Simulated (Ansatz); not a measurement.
Pd (fcc, Cu type)

```yaml
crystal:
  lattice:
    - [0.00000, 1.95572, 1.95572]
    - [1.95572, 0.00000, 1.95572]
    - [1.95572, 1.95572, 0.00000]
  atoms:
    - { symbol: Pd, position: [0.00000, 0.00000, 0.00000] }
```

E(V) scan at fixed shape, V₀ the volume above. Symmetry pins the atoms to their sites.

The numbers are results of r2SCAN (plane waves to 500 eV, PAW, scalar-relativistic; Ansatz, an electronic-structure program), not measurements. k mesh 20×20×20 (Γ-centred), Fermi-Dirac smearing 0.05 eV. E stands for the smeared free energy. Compression counts positive. Pd is run without spin polarisation. Pd was relaxed with its symmetry unable to fall. The PAW data are Ansatz's earlier set. The zero of ΔE is the relaxed starting cell. The last digit holds for this mesh only.

```
V (Å³/atom)  ΔE (meV/atom)
-----------  -------------
13.465               107.7
13.839                57.1
14.213            withheld
14.587                 5.7
14.961                 0.0
15.335                 5.1
15.709                19.2
16.083                41.0
16.457                69.3
```

Task: Fit a third-order Birch-Murnaghan form (E₀, V₀, B₀, B₀′ free) to the given rows and predict ΔE at V = 14.213.

Result: Least squares on the 8 given rows: ΔE = E₀ + (9V₀B₀/16)·y²·[2 + (B₀′ − 4)y], y = (V₀/V)^(2/3) − 1, with V₀ = 14.962 Å³/atom, B₀ = 183.0 GPa (160.2 GPa = 1 eV/Å³; the term in eV is multiplied by 1000), B₀′ = 5.57, E₀ = 0.03 meV/atom; root-mean-square residual 0.04 meV/atom. At 14.213 the fit gives 24.0 meV/atom; the calculation gives 23.9 meV/atom, so the interpolation is off by 0.1 (+0.4 %). For the pressure the fit gives 10.8 GPa against the computed 10.8 GPa.

(A scan under strain: stresses follow from slopes of the energy per volume, elastic moduli from its curvatures.)
